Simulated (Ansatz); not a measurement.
Ga2PN in space group P3m1 (No. 156; Ga on 1a, Ga on 1c, P on 1a, N on 1c) under volume change, PBE in the plane-wave PAW code Ansatz, shape and atoms relaxed at each volume.

| V (Å³/atom) | E − E(relaxed) (meV/atom) | P (GPa) |
|---|---|---|
| 14.676 | 48.3 | 11.62 |
| 15.160 | 20.3 | 7.10 |
| 15.644 | 4.8 | 3.26 |
| 16.127 | 0.0 | 0.00 |
| 16.611 | 4.3 | -2.76 |
| 17.095 | 16.2 | -5.10 |
| 17.579 | 34.7 | -7.07 |

Question: What does a third-order Birch–Murnaghan fit give for V₀, B₀ and B′?

Answer: V₀ = 16.13 Å³/atom, B₀ = 99.6 GPa, B′ = 4.5.

The start of the workflow was typed in or built on a structure type; neither database checked (COD, Materials Project) lists it. Its standing as an ambient phase is unchecked. The cell was relaxed with PBE under the symmetry of its start; whether a distortion lowers the energy is not shown.

Potentials: the later of the program's two PAW sets.
